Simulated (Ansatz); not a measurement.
**Find the missing element**

Cell vectors (Å):

```
4.5482 0.0000 0.0000
0.0000 4.5482 0.0000
0.0000 0.0000 2.9171
```

```json
{"atom": "Ti", "a": "0.0000", "b": "0.0000", "c": "0.0000"}
{"atom": "Ti", "a": "0.5000", "b": "0.5000", "c": "0.5000"}
{"atom": "X", "a": "0.3040", "b": "0.3040", "c": "0.0000"}
{"atom": "X", "a": "0.1960", "b": "0.8040", "c": "0.5000"}
{"atom": "X", "a": "0.6960", "b": "0.6960", "c": "0.0000"}
{"atom": "X", "a": "0.8040", "b": "0.1960", "c": "0.5000"}
```

Computed with LDA, all-electron LAPW in Ansatz 0.2.0, scalar-relativistic. k mesh 6×6×8, strains of ±0.008, fixed occupations.

Elastic constants of a crystal by Kohn-Sham DFT: slopes of the stress over finite engineering strains of the given cell, Voigt indices, Cartesian axes as in the cell vectors.

```
index  elastic (GPa)
   11          296.9
   12          221.3
   13            175
   33          529.8
   44          125.3
   66            246
```

Question: All X atoms are one element. Which one was computed?

Answer: O; the crystal is TiO2 (P4_2/mnm).
